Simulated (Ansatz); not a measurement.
## Ansatz 0.2.0, settings compared: CsMg$_{2}$Sb$_{2}$

The input file (Ansatz 0.2.0, plane waves):

```yaml
crystal:
  lattice:
    - [2.425196, 4.200561, 0.0]
    - [-2.425196, 4.200561, 0.0]
    - [0.0, 0.0, 8.236514]
  atoms:
    - { symbol: Mg, position: [0.3333, 0.3334, 0.6247] }
    - { symbol: Mg, position: [0.6667, 0.6666, 0.3753] }
    - { symbol: Sb, position: [0.3333, 0.3334, 0.268] }
    - { symbol: Sb, position: [0.6667, 0.6666, 0.732] }
    - { symbol: Cs, position: [0.0, 0.0, 0.0] }
  symmetry: { tolerance: 0.0003 }
kpoints:
  mp_grid: { grid: [4, 4, 3], shift: [0, 0, 0] }
magnetization:
  spin_polarized: false
scf:
  occupations: { method: fermi_dirac }
hamiltonian:
  pseudopotentials: { kind: paw }
  xc: r2scan
basis:
  ecutwfc: 500
output:
  forces: true
  stress: true
  eigenvalues: true
  write_density: true
  write_potential: true
  elf: true
  volumetric_format: npy
```

The command:

```bash
ansatz run input.yaml --threads 1 --pin off --max-ram 2560MiB --backend cpu --events-out ev --progress --plain --runs-dir out
```

Origin of the cell: a known structure type with other elements, at an estimated volume, so it need not be a known compound.

The smearing width isn't typed, so it takes its default of 0.1 eV.

Output of this run (shortened):

```
Warning: the atoms were moved onto the symmetric positions of the space group found under crystal.symmetry.tolerance 3.0e-4 (fractional; no operation is sought that the atoms, as they stand i […]
Pseudopotentials: kind: paw
Pseudopotential: Mg, paw, valence charge 10, recommended cutoff 500 eV (meta_gga), Mg.paw.azcp
Pseudopotential: Sb, paw, valence charge 15, recommended cutoff 500 eV (meta_gga), Sb.paw.azcp
Pseudopotential: Cs, paw, valence charge 9, recommended cutoff 500 eV (meta_gga), Cs.paw.azcp
Functional definition: r2SCAN
  exchange = r2scan_x(k0 = k0, k1 = k1, a1 = a1)
  correlation = r2scan_c
Crystal: 5 atoms, lattice volume = 167.814 Å³
Basis set: ecut = 500 eV, 4309 PW (Γ), exchange–correlation on 144×144×256 points (64 copies of the dense FFT grid, shifted against one another)
Bands: 36, of which v1, the nominal top of the filled ones, is band 30 counted from 1 (29 counted from 0)
[… 12 lines left out …]
Initial density: superposition of atomic densities (neutral atoms: chi_scale 0, normalization atom), corrected by the library's trained network
Functional: x = r2scan, c = r2scan; τ floored in thin density (d = 2e-4 eV/Å³)
SCF iter   1: F=—  HF=-22539.092959 eV  Δρ=4.90e-3  dr2=2.75e-2  dr2_τ=4.66e-3
SCF iter   2: F=—  HF=-22539.147145 eV  Δρ=1.98e-3  dr2=4.69e-3  dr2_τ=9.25e-5  defer=9
SCF iter   3: F=—  HF=-22539.145189 eV  Δρ=6.18e-4  dr2=8.59e-4  dr2_τ=1.09e-5  defer=9
SCF iter   4: F=—  HF=-22539.145377 eV  Δρ=1.90e-4  dr2=6.58e-5  dr2_τ=1.09e-6  defer=9
SCF iter   5: F=—  HF=-22539.145442 eV  Δρ=6.25e-5  dr2=1.08e-5  dr2_τ=2.20e-7  defer=9
SCF iter   6: F=—  HF=-22539.145442 eV  Δρ=2.47e-5  dr2=1.10e-6  dr2_τ=6.77e-8  defer=9
SCF iter   7: F=-22539.145442 eV  HF=-22539.145442 eV  Δρ=5.65e-6  dr2=3.68e-8  dr2_τ=4.10e-9
SCF 1 converged in 7 iterations: F = -22539.145442 eV  dr2 = 3.68e-8
SCF converged after 7 iterations
Free energy (F): -22539.145442 eV
Harris-Foulkes:  -22539.145442 eV  (|F-HF|=2.30e-8)
Internal energy: -22539.004246 eV  (E = F + TS)
E sigma→0 (E₀):  -22539.074844 eV
Entropy (-TS):   -0.141196 eV (-28.239 meV/atom)
Fermi energy:    5.514683 eV
--- Per-component energies (eV) ---
  E_band       = -1213.842198
  E_kinetic    = 708.486895
  E_local      = -7638.955904  (includes V_loc(G=0)·N_el)
  E_nonlocal   = 948.389224
  E_hartree    = 3145.084424
  E_xc         = -471.702004
  E_vxc        = -421.800663  (∫ρ·V_xc dr)
  E_paw        = -14892.467717  (= ΣΔE_a)
  E_vpaw       = -1125.479769  (= ΣTr[D̂ρ^β])
  E_aug_tail   = -0.000004  (compensation charges beyond the density's cutoff)
  E_vtau       = 25.346300  (kinetic-family band-sum trace: ∫τ·v_τ [+ j·A + Jᵃ·Aᵃ] dr)
  E_ewald      = -4338.848696
  E_core_change = 1.009537  (= ΣΔE_core)
  E_smearing   = -0.141196  (= −TS)
  Σ components = -22539.145442   (vs F -22539.145442, Δ=0.00e0)
--- Forces (eV/Å), atoms counted from 1 ---
  atom   1  Mg     0.000000     0.000000    -0.168941
  atom   2  Mg     0.000000    -0.000000     0.168941
  atom   3  Sb     0.000000    -0.000000     0.906769
  atom   4  Sb    -0.000000     0.000000    -0.906769
  atom   5  Cs     0.000000     0.000000     0.000000
  max |Σ_I F_I| component: 9.25e-18 eV/Å
--- Stress (GPa, compression-positive) ---
        0.837704       0.000000       0.000000
        0.000000       0.837704       0.000000
        0.000000      -0.000000       3.283615
  P = ⅓ Tr σ = 1.6530 GPa (16.530 kbar)
```

The same input was run again with these changes:

1. `kpoints.mp_grid.grid` [4, 4, 3] → [2, 2, 2]
2. `kpoints.mp_grid.grid` [4, 4, 3] → [3, 3, 2]; `basis.ecutrho_ratio` default → 4
3. `kpoints.mp_grid.shift` [0, 0, 0] → [0.5, 0.5, 0.5]
4. `accuracy` default → medium

```
 run        end  SCF iterations  P (GPa)  max force component (eV/Å)  moment (μB)  ΔE(σ→0) (meV/atom)
base  converged               7     1.65                       0.907            –                   0
   1  converged               7     1.95                       0.785            –              126.16
   2  converged               7     1.62                       0.869            –               13.95
   3  converged               7     1.59                       0.922            –               -5.23
   4  converged               7     1.65                       0.907            –                0.00
```

Energies are compared only where functional, datasets, charge and starting cell are the same.

Not properties of the system: run 1 (too coarse or loose: `kpoints.mp_grid.grid` = [2, 2, 2]), run 2 (too coarse or loose: `kpoints.mp_grid.grid` = [3, 3, 2]).

Caveats of the base run: no moments, though an odd count or open d shells may carry them; no spin-orbit coupling, though heavy elements are present; the k mesh is coarse if the cell is a metal.

Run 3: the k mesh keeps only part of the crystal's symmetry.

The base run ran for 13 s of wall time on 1 CPU thread(s) of a shared host, from the program's own first density.
